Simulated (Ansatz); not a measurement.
SiO$_{2}$ in space group P3_121 (No. 152; Si on 3a, O on 6c), the program Ansatz at the r²SCAN level (PAW). The conduction-band minimum lies at Γ, with 1 equivalent valley. Second derivatives d²E/dk² of the lowest band at one valley (eV·Å²), along Cartesian directions:

| direction | d²E/dk² |
|---|---|
| [100] | 15.27 |
| [010] | 15.27 |
| [001] | 15.66 |
| [110] | 15.27 |
| [101] | 15.46 |
| [011] | 15.46 |

### Question
Find the principal effective masses, the density-of-states mass and the conductivity mass.

### Answer
Off-diagonal terms follow from H_xy = H[110] − (H_xx + H_yy)/2, and m*/mₑ = 7.620 eV·Å² over each eigenvalue: 0.49, 0.50, 0.50. One valley's DOS mass (m₁m₂m₃)^(1/3) = 0.49, conductivity mass 3/(Σ 1/mᵢ) = 0.49 mₑ.

### Question
What effective density of states Nc follows at 300 K for parabolic valleys?

### Answer
Nc = 2.509e19 × 1 × (0.49)^(3/2) ≈ 8.6e18 cm⁻³.

### Question
With the computed static dielectric constant 4.48 (mean of the diagonal), estimate a hydrogenic donor's binding energy and radius.

### Answer
E = 13.606 eV × 0.49/4.48² ≈ 330 meV; a = 0.529 Å × ε/m* ≈ 4.8 Å. Semilocal masses tend to be too small when the gap is underestimated.

Symmetry was held in the r²SCAN relaxation.

Potentials: the earlier of the program's two PAW sets. The files were generated under PBE; for other functionals the program regenerates the frozen cores, and for LDA and PBEsol the local potential too.
